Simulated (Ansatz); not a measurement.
AlNi:
Space group Cmcm (No. 63); a = 2.678 Å, b = 9.387 Å, c = 4.008 Å, α = β = γ = 90.00°

| atom | site | symmetry | x | y | z |
|---|---|---|---|---|---|
| Al | 4c | m2m | 0.0000 | 0.3455 | 0.2500 |
| Ni | 4c | m2m | 0.0000 | 0.0795 | 0.2500 |
(The calculation used a cell of 4 atoms; values per cell refer to that cell.)

Relaxed with PBE.

Question: Which orbitals make up the states near the Fermi level in the program Ansatz at the PBE level (PAW)?

Answer: Within 0.5 eV of the Fermi level: Ni 3d 50 %, Al 3p 35 %, Al 3s 5 %. Projections are on Löwdin-orthogonalised atomic valence shells; empty p or d shells of many metals are not among them.

Question: Tabulate the density of states.

Answer: States/eV per cell of 4 atoms, in 0.25 eV bins, energy from the Fermi level.

| E (eV) | total | Ni 3d | Al 3p | Al 3s |
|---|---|---|---|---|
| -7.85 | 0.66 | 0.02 | 0.29 | 0.22 |
| -7.60 | 0.70 | 0.03 | 0.32 | 0.24 |
| -7.35 | 0.77 | 0.04 | 0.34 | 0.27 |
| -7.10 | 0.85 | 0.05 | 0.36 | 0.32 |
| -6.85 | 0.85 | 0.07 | 0.37 | 0.31 |
| -6.60 | 0.85 | 0.08 | 0.37 | 0.29 |
| -6.35 | 0.89 | 0.11 | 0.39 | 0.28 |
| -6.10 | 0.99 | 0.15 | 0.44 | 0.28 |
| -5.85 | 1.09 | 0.20 | 0.48 | 0.29 |
| -5.60 | 1.08 | 0.23 | 0.46 | 0.27 |
| -5.35 | 1.04 | 0.24 | 0.45 | 0.23 |
| -5.10 | 1.14 | 0.30 | 0.47 | 0.24 |
| -4.85 | 1.31 | 0.40 | 0.51 | 0.27 |
| -4.60 | 1.55 | 0.58 | 0.51 | 0.32 |
| -4.35 | 1.59 | 0.58 | 0.62 | 0.23 |
| -4.10 | 2.02 | 0.88 | 0.76 | 0.20 |
| -3.85 | 3.37 | 1.80 | 1.16 | 0.20 |
| -3.60 | 3.21 | 2.08 | 0.82 | 0.14 |
| -3.35 | 2.39 | 1.67 | 0.50 | 0.09 |
| -3.10 | 3.97 | 2.93 | 0.70 | 0.12 |
| -2.85 | 8.41 | 6.81 | 0.99 | 0.20 |
| -2.60 | 5.98 | 5.28 | 0.40 | 0.09 |
| -2.35 | 7.47 | 6.74 | 0.45 | 0.05 |
| -2.10 | 4.77 | 4.27 | 0.35 | 0.04 |
| -1.85 | 5.08 | 4.64 | 0.31 | 0.05 |
| -1.60 | 10.75 | 9.87 | 0.57 | 0.12 |
| -1.35 | 10.32 | 9.41 | 0.58 | 0.09 |
| -1.10 | 7.83 | 7.10 | 0.45 | 0.07 |
| -0.85 | 2.90 | 2.10 | 0.53 | 0.08 |
| -0.60 | 2.20 | 1.38 | 0.56 | 0.09 |
| -0.35 | 1.90 | 1.06 | 0.58 | 0.09 |
| -0.10 | 1.86 | 0.93 | 0.66 | 0.09 |
| 0.15 | 2.10 | 1.03 | 0.76 | 0.11 |
| 0.40 | 1.35 | 0.54 | 0.55 | 0.10 |
| 0.65 | 1.37 | 0.52 | 0.50 | 0.16 |
| 0.90 | 1.36 | 0.46 | 0.49 | 0.20 |
| 1.15 | 1.20 | 0.36 | 0.43 | 0.19 |
| 1.40 | 1.05 | 0.28 | 0.40 | 0.17 |
| 1.65 | 0.93 | 0.22 | 0.36 | 0.16 |
| 1.90 | 0.91 | 0.20 | 0.35 | 0.17 |
| 2.15 | 1.46 | 0.34 | 0.47 | 0.36 |
| 2.40 | 1.65 | 0.35 | 0.62 | 0.34 |
| 2.65 | 1.48 | 0.27 | 0.62 | 0.26 |
| 2.90 | 1.17 | 0.19 | 0.50 | 0.21 |
| 3.15 | 1.02 | 0.15 | 0.43 | 0.18 |
| 3.40 | 1.00 | 0.14 | 0.40 | 0.20 |
| 3.65 | 1.06 | 0.14 | 0.41 | 0.22 |
| 3.90 | 1.34 | 0.17 | 0.50 | 0.24 |
| 4.15 | 1.70 | 0.21 | 0.61 | 0.31 |
| 4.40 | 1.83 | 0.19 | 0.65 | 0.33 |
| 4.65 | 1.81 | 0.17 | 0.65 | 0.34 |

The start of the workflow was typed in or built on a structure type; neither database checked (COD, Materials Project) lists it. It is not the phase usual at ambient conditions (space group No. 221). The cell was relaxed with PBE under the symmetry of its start; whether a distortion lowers the energy is not shown. The workflow began spin-polarised and lost its moments. Axis ratios of metals converge slowly with the k-mesh, so a and c are less sure than the volume.

Potentials: the earlier of the program's two PAW sets.
